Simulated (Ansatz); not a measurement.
**PH₉N₂O₄: O-17 NMR of the central transition**

Cell: a Materials Project structure (computed, not necessarily an observed phase), taken as it stands.

Space group P2_1/c (No. 14); a = 10.6943, b = 6.6439, c = 7.8455 Å, β = 111.10°.

```csv
site,Wyckoff,site symmetry,x,y,z
H1,4e,1,0.8358,0.3001,0.1022
H5,4e,1,0.4653,0.1194,0.3409
H9,4e,1,0.5883,0.9345,0.4024
H13,4e,1,0.8397,0.8700,0.3663
H17,4e,1,0.8106,0.4118,0.2816
H21,4e,1,0.8824,0.5453,0.1525
H25,4e,1,0.5270,0.0324,0.1865
H29,4e,1,0.6223,0.1802,0.3612
H33,4e,1,0.9675,0.3562,0.2978
P,4e,1,0.7581,0.9032,0.0636
N41,4e,1,0.5510,0.0654,0.3226
N45,4e,1,0.8745,0.4043,0.2071
O49,4e,1,0.8715,0.7771,0.0344
O53,4e,1,0.6331,0.7737,0.0388
O57,4e,1,0.7276,0.0960,0.9462
O61,4e,1,0.8183,0.9825,0.2710
```

One atom of each set is listed.

All values are calculated (Ansatz; DFT, PBE, plane waves and PAW, scalar-relativistic, 420 eV cutoff, Γ-centred 2×3×3 k-points, Fermi–Dirac smearing 0.02 eV), not measured.

O-17 has I = 5/2 and Q = -25.58 mb (Pyykkö 2018); at 35.2 T its Larmor frequency is ν₀ = 203.3 MHz. Only the quadrupole interaction is simulated: positions count from each site's isotropic chemical shift, and J coupling is left out, as are shift anisotropy and dipolar coupling, which fast spinning averages.

Task: What does the O-17 spectrum (fast magic-angle spinning) show for each site?

Result: 

```
site                               first shell  C_Q (MHz)     η  P_Q (MHz)  δ_QIS (ppm)  breadth (kHz)
 O49    1 P at 1.56 Å; also 3 H at 1.58–1.83 Å      -5.15  0.25       5.20        -3.93           1.82
 O53    1 P at 1.54 Å; also 2 H at 1.71–1.94 Å      -5.32  0.13       5.34        -4.14           1.87
 O57    1 P at 1.54 Å; also 3 H at 1.81–1.91 Å      -5.37  0.12       5.38        -4.20           1.90
 O61  1 H at 1.02 Å, 1 P at 1.61 Å, angle 114°      -6.93  0.83       7.70        -8.61           3.95
```

δ_QIS = −(ν_Q²/30ν₀²)[I(I+1) − 3/4](1 + η²/3) × 10⁶ ppm with ν_Q = 3|C_Q|/[2I(2I−1)]; it falls as 1/B₀² in ppm, and the breadth as 1/B₀ in kHz.

At O49, O53 and O57 V_zz points along its bond to P (within 4°) in each case.
